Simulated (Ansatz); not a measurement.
IrW (L1₀ or tetragonal B2, P4/mmm) under volume change, the program Ansatz at the PBE level (PAW), shape and atoms relaxed at each volume.

```tsv
V (Å³/atom)	E − E(relaxed) (meV/atom)	P (GPa)
13.787	153.0	39.22
14.241	64.1	23.92
14.696	15.1	10.96
15.150	0.0	0.00
15.605	13.5	-9.26
16.059	51.2	-17.08
16.514	109.2	-23.65
```

### Question
What does a third-order Birch–Murnaghan fit give for V₀, B₀ and B′?

### Answer
V₀ = 15.15 Å³/atom, B₀ = 335 GPa, B′ = 4.6.

The start of the workflow was typed in or built on a structure type; neither database checked (COD, Materials Project) lists it. COD files the formula under space group No. 51. Whether it is the stable phase at ambient conditions was not checked. The PBE relaxation kept the symmetry of its start; its stability against distortions is not shown here. No spin polarisation was allowed. Scalar-relativistic: spin–orbit coupling is off unless named, which matters more the heavier the elements.

Potentials: the later of the program's two PAW sets.
